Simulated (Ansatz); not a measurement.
Each is relaxed and computed with DFT-r²SCAN in the program Ansatz with PAW potentials. Which is the only one with a gap?
(A) Ga2AsRh5, Pbam (Pearson symbol oP16)
(B) Y2Al3Si2, C2/m (Y on 4i, Al on 4i, Al on 2a, Si on 4i)
(C) Hf2GaSb3, P-4m2 (Hf on 2g, Ga on 1b, Sb on 2g, Sb on 1a)
(D) Ga2O3, C2/m (Pearson symbol mS20)

D, Ga2O3, C2/m (Pearson symbol mS20). Ga2O3: gap 3.02 eV (indirect); Hf2GaSb3: metal; Y2Al3Si2: metal; Ga2AsRh5: metal. Standing as an ambient phase not checked: Hf2GaSb3, P-4m2 (Hf on 2g, Ga on 1b, Sb on 2g, Sb on 1a); Y2Al3Si2, C2/m (Y on 4i, Al on 4i, Al on 2a, Si on 4i); Ga2AsRh5, Pbam (Pearson symbol oP16). Perhaps ordered models of mixed-site phases: Hf2GaSb3, P-4m2 (Hf on 2g, Ga on 1b, Sb on 2g, Sb on 1a). All cells were relaxed under the symmetry of their starts (and spin orders); stability against distortions was not tested throughout. Rows with no word on spin ran without spin polarisation. Scalar-relativistic: spin–orbit coupling is off unless named, which matters more the heavier the elements.

Potentials: the later of the program's two PAW sets.
